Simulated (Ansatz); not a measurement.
Relaxed SiO2 (rutile):

```xyz
12
Lattice="4.2362 0.0000 0.0000 0.0000 4.2362 0.0000 0.0000 0.0000 5.3809" Properties=species:S:1:pos:R:3 pbc="T T T"
Si     2.1181     2.1181     1.3452
Si     2.1181     2.1181     4.0357
Si     0.0000     0.0000     0.0000
Si     0.0000     0.0000     2.6905
O      3.4185     3.4185     1.3452
O      3.4185     3.4185     4.0357
O      1.3004     2.9357     0.0000
O      1.3004     2.9357     2.6905
O      2.9357     1.3004     0.0000
O      2.9357     1.3004     2.6905
O      0.8176     0.8176     1.3452
O      0.8176     0.8176     4.0357
```

A phonon eigenvector at Z = (0.0, 0.0, 0.5) is frozen into this cell: atom i moves by Q times the vector below, so Q is the largest atomic displacement, in Å. The cell is held. It is one choice among 2 degenerate patterns. (q is in reciprocal vectors of the primitive cell; the cell shown is doubled to hold the pattern.)

```
atom       x       y      z
----  ------  ------  -----
O5     0.707  -0.707  0.000
O6    -0.707   0.707  0.000
O7     0.015   0.015  0.000
O8    -0.015  -0.015  0.000
O9    -0.015  -0.015  0.000
O10    0.015   0.015  0.000
O11   -0.707   0.707  0.000
O12    0.707  -0.707  0.000
```

Atoms not listed stay in place.

Computed with PBE (plane waves to 420 eV, PAW, scalar-relativistic; Ansatz, a quantum-chemistry and plane-wave program). k mesh 8×8×6 (Γ-centred), Fermi-Dirac smearing 0.05 eV. The energy includes the smearing's −TS. SiO2 was relaxed with its symmetry unable to fall. The zero of ΔE is the undisplaced structure.

```json
[
 {"Q (Å)": "-0.180", "ΔE (meV/cell)": "763"},
 {"Q (Å)": "-0.150", "ΔE (meV/cell)": "withheld"},
 {"Q (Å)": "-0.120", "ΔE (meV/cell)": "336"},
 {"Q (Å)": "-0.090", "ΔE (meV/cell)": "188"},
 {"Q (Å)": "-0.060", "ΔE (meV/cell)": "83"},
 {"Q (Å)": "-0.030", "ΔE (meV/cell)": "21"},
 {"Q (Å)": "0.000", "ΔE (meV/cell)": "0"},
 {"Q (Å)": "0.030", "ΔE (meV/cell)": "21"},
 {"Q (Å)": "0.060", "ΔE (meV/cell)": "83"},
 {"Q (Å)": "0.090", "ΔE (meV/cell)": "188"},
 {"Q (Å)": "0.120", "ΔE (meV/cell)": "336"},
 {"Q (Å)": "0.150", "ΔE (meV/cell)": "withheld"},
 {"Q (Å)": "0.180", "ΔE (meV/cell)": "763"}
]
```

Question: Fit an even polynomial form (powers 2, 4) to the given rows and predict ΔE at Q = 0.150.

Answer: Least squares on the 11 given rows: ΔE = (23120)·Q² + (13150)·Q⁴, in meV/cell with Q in Å; root-mean-square residual 0.3 meV/cell. At 0.150 the fit gives 527 meV/cell; the calculation gives 527 meV/cell, the same to the digits shown. The quadratic term alone would give 520 meV/cell.

(A displaced cell: forces are minus the slopes of the energy, force constants its curvatures, and phonons follow from these.)
